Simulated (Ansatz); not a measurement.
Ansatz (a program for electronic structure) input:

Ansatz 0.2 input:
```yaml
crystal:
  lattice:
    - [0.0, 3.2827528886, 3.2827528886]
    - [3.2827528886, 0.0, 3.2827528886]
    - [3.2827528886, 3.2827528886, 0.0]
  atoms:
    - { symbol: In, position: [0.0, 0.0, 0.0] }
    - { symbol: In, position: [0.25, 0.25, 0.25] }
kpoints:
  mp_grid: { grid: [8, 8, 8] }
  band_path:
    path:
      - [[0.0, 0.0, 0.0], [0.5, 0.0, 0.5], [0.625, 0.25, 0.625]]  # Γ-X-U
      - [[0.375, 0.375, 0.75], [0.0, 0.0, 0.0], [0.5, 0.5, 0.5], [0.5, 0.25, 0.75], [0.5, 0.0, 0.5]]  # K-Γ-L-W-X
    npoints: 12
basis: { xc_grid: 2 }
hamiltonian:
  xc: pbesol
  pseudopotentials: { kind: paw }
magnetization: { noncollinear: true, spin_orbit: true }
scf:
  n_extra_bands: 12
  convergence: { dr2_threshold: 0.0000000001 }
  occupations: { method: gaussian, width: 0.05 }
output: { eigenvalues: true }
```

Output (shortened):

```
Pseudopotential: In, paw_fr, valence charge 13
Functional definition: PBEsol
non-collinear run that drives no moment, with spin-orbit …
Crystal: 2 atoms, lattice volume = 70.753 Å³
Basis set: ecut = 420 eV, 1411 PW (Γ), exchange–correlation on 64×64×64 points (8 copies of the dense FFT grid, shifted against one another)
Bands: 38, of which v1, the nominal top of the filled ones, is band 26 counted from 1 (25 counted from 0)
Symmetry: 48 space group operations + 48 with time reversal
k-points: 29 of 512
Projection manifold: j_resolved (fully-relativistic pseudo-atomic orbitals)
SCF iter   1: F=—  HF=-11053.824916 eV  |F-HF|=—  |Δ(HF+E_count)|=         —  Δρ=1.58e-2  dr2=1.72e-1  dr2_m=0.00e0 (ungated)  ethr=3.10e-3  |M|=0.00e0 ∫|m|=0.00e0 μB  |m|>n=0.0e0 m-floor=0.0e0 τ_xc=0.0e0  β_m=0.30  ⟨swp⟩=7.2  Hψ=2910  notcnv=0  defer=52
preconditioner: auto → Kerker (q_TF=auto, 2.309 Å⁻¹)
spin=Noncollinear: Kerker preconditioning applied to the charge; magnetization (m_x, m_y, m_z) channels mix plain (no charge-response kernel on spin).
SCF iter   2: F=—  HF=-11053.787408 eV  |F-HF|=—  |Δ(HF+E_count)|=   3.75e-2  Δρ=1.18e-2  dr2=8.70e-2  dr2_m=0.00e0 (ungated)  ethr=6.63e-4  |M|=0.00e0 ∫|m|=0.00e0 μB  |m|>n=0.0e0 m-floor=0.0e0 τ_xc=0.0e0  β_m=0.61  ⟨swp⟩=2.0  Hψ=740  notcnv=0  defer=180
SCF iter   3: F=—  HF=-11053.772882 eV  |F-HF|=—  |Δ(HF+E_count)|=   1.45e-2  Δρ=3.47e-3  dr2=4.96e-3  dr2_m=0.00e0 (ungated)  ethr=3.35e-4  |M|=0.00e0 ∫|m|=0.00e0 μB  |m|>n=0.0e0 m-floor=0.0e0 τ_xc=0.0e0  β_m=0.81  ⟨swp⟩=2.0  Hψ=916  notcnv=0  defer=186
SCF iter   4: F=—  HF=-11053.773585 eV  |F-HF|=—  |Δ(HF+E_count)|=   7.03e-4  Δρ=6.86e-4  dr2=3.60e-4  dr2_m=0.00e0 (ungated)  ethr=1.91e-5  |M|=0.00e0 ∫|m|=0.00e0 μB  |m|>n=0.0e0 m-floor=0.0e0 τ_xc=0.0e0  β_m=0.86  ⟨swp⟩=2.1  Hψ=854  notcnv=0  defer=186
SCF iter   5: F=—  HF=-11053.773620 eV  |F-HF|=—  |Δ(HF+E_count)|=   3.50e-5  Δρ=2.53e-4  dr2=1.10e-4  dr2_m=0.00e0 (ungated)  ethr=1.38e-6  |M|=0.00e0 ∫|m|=0.00e0 μB  |m|>n=0.0e0 m-floor=0.0e0 τ_xc=0.0e0  β_m=0.93  ⟨swp⟩=2.0  Hψ=819  notcnv=0  defer=186
SCF iter   6: F=—  HF=-11053.773650 eV  |F-HF|=—  |Δ(HF+E_count)|=   3.00e-5  Δρ=8.44e-5  dr2=1.16e-5  dr2_m=0.00e0 (ungated)  ethr=4.22e-7  |M|=0.00e0 ∫|m|=0.00e0 μB  |m|>n=0.0e0 m-floor=0.0e0 τ_xc=0.0e0  β_m=0.97  ⟨swp⟩=2.0  Hψ=540  notcnv=0  defer=186
SCF iter   7: F=—  HF=-11053.773651 eV  |F-HF|=—  |Δ(HF+E_count)|=   1.74e-6  Δρ=1.16e-5  dr2=1.02e-7  dr2_m=0.00e0 (ungated)  ethr=4.45e-8  |M|=0.00e0 ∫|m|=0.00e0 μB  |m|>n=0.0e0 m-floor=0.0e0 τ_xc=0.0e0  β_m=0.98  ⟨swp⟩=3.0  Hψ=833  notcnv=0  defer=186
SCF iter   8: F=—  HF=-11053.773650 eV  |F-HF|=—  |Δ(HF+E_count)|=   1.79e-6  Δρ=2.69e-6  dr2=4.26e-9  dr2_m=0.00e0 (ungated)  ethr=3.93e-10  |M|=0.00e0 ∫|m|=0.00e0 μB  |m|>n=0.0e0 m-floor=0.0e0 τ_xc=0.0e0  β_m=0.99  ⟨swp⟩=3.0  Hψ=823  notcnv=0  defer=186
SCF iter   9: F=-11053.773650 eV  HF=-11053.773650 eV  |F-HF|=1.27e-10  |Δ(HF+E_count)|=   5.72e-9  Δρ=2.83e-7  dr2=5.39e-11  dr2_m=0.00e0 (ungated)  ethr=1.00e-12  |M|=0.00e0 ∫|m|=0.00e0 μB  |m|>n=0.0e0 m-floor=0.0e0 τ_xc=0.0e0  ⟨swp⟩=7.9  Hψ=2567  notcnv=0
SCF 1 converged in 9 iterations: F = -11053.773650 eV  dr2 = 5.39e-11
NSCF: frozen V_eff on 74 k-points
SCF converged after 9 iterations
Magnetization: |M| = 0.0000 μB,  M = (+0.0000, +0.0000, +0.0000) μB
Absolute magnetization: 0.0000 μB (∫|m|)
  site 0: m = (+0.0000, +0.0000, +0.0000) μB, |m| = 0.0000 μB  (R = 1.17 Å)
  site 1: m = (+0.0000, +0.0000, +0.0000) μB, |m| = 0.0000 μB  (R = 1.17 Å)
Free energy (F): -11053.773650 eV
Harris-Foulkes:  -11053.773650 eV  (|F-HF|=1.27e-10)
Internal energy: -11053.771645 eV  (E = F + TS)
E sigma→0 (E₀):  -11053.772647 eV
Entropy (-TS):   -0.002005 eV (-1.002 meV/atom)
Fermi energy:    5.970164 eV
--- Per-component energies (eV) ---
  E_band       = -150.347614
  E_kinetic    = 483.791672
  E_local      = -2791.669269  (includes V_loc(G=0)·N_el)
  E_nonlocal   = 734.365483
  E_hartree    = 1110.745263
  E_xc         = -427.192170
  E_vxc        = -199.620882  (∫ρ·V_xc dr)
  E_paw        = -8167.645052  (= ΣΔE_a)
  E_vpaw       = -598.705020  (= ΣTr[D̂ρ^β])
  E_aug_tail   = 0.000050  (compensation charges beyond the density's cutoff)
  E_ewald      = -1996.645715
  E_core_change = 0.478093  (= ΣΔE_core)
  E_smearing   = -0.002005  (= −TS)
  E_closure    = 0.000000  (closes the sum)
  Σ components = -11053.773650   (vs F -11053.773650, Δ=0.00e0)
  [band-id]    e_kinetic+e_local+e_nonlocal+2·e_hartree+e_vxc+e_vpaw+e_augmentation_tail = -150.347439   (vs E_band -150.347614, Δ=1.75e-4)
--- Band table (eV; the first three rows and the last of 29) ---
  k-point 0: bands = ["-8.9412", "-8.9412", "-8.9412", "-8.9412", "-8.8145", "-8.8145", "-8.8145", "-8.8145", "-8.2590", "-8.2590", "-7.9303", "-7.9303", "-7.9303", "-7.9303", "-7.8094", "-7.8094", "-7.8094", "-7.8094", "-7.7065", "-7.7065", "-2.1500", …
  k-point 1: bands = ["-8.9446", "-8.9446", "-8.9362", "-8.9362", "-8.8210", "-8.8210", "-8.8090", "-8.8090", "-8.2422", "-8.2422", "-7.9534", "-7.9534", "-7.9377", "-7.9377", "-7.7998", "-7.7998", "-7.7967", "-7.7967", "-7.7113", "-7.7113", "-1.9905", …
  k-point 2: bands = ["-8.9504", "-8.9504", "-8.9224", "-8.9224", "-8.8368", "-8.8368", "-8.7985", "-8.7985", "-8.2013", "-8.2013", "-7.9991", "-7.9991", "-7.9516", "-7.9516", "-7.7802", "-7.7802", "-7.7776", "-7.7776", "-7.7230", "-7.7230", "-1.5239", …
  k-point 28: bands = ["-8.9527", "-8.9527", "-8.9377", "-8.9377", "-8.8299", "-8.8299", "-8.7714", "-8.7714", "-8.1140", "-8.1140", "-8.0132", "-8.0132", "-7.9717", "-7.9717", "-7.9395", "-7.9395", "-7.7358", "-7.7358", "-7.6467", "-7.6467", "1.1948", …
```

Cost: very roughly 40 core-seconds on shared cores.

Space group Fd-3m (diamond). The start of the workflow was typed in or built on a structure type; neither database checked (COD, Materials Project) lists it. It is not the phase usual at ambient conditions (space group No. 139). Symmetry was held in the PBEsol relaxation. At this level the phase is mechanically unstable. The volume moved by -16 % from the start of the relaxation.

Potentials: the later of the program's two PAW sets.

Ansatz is a plane-wave DFT program.
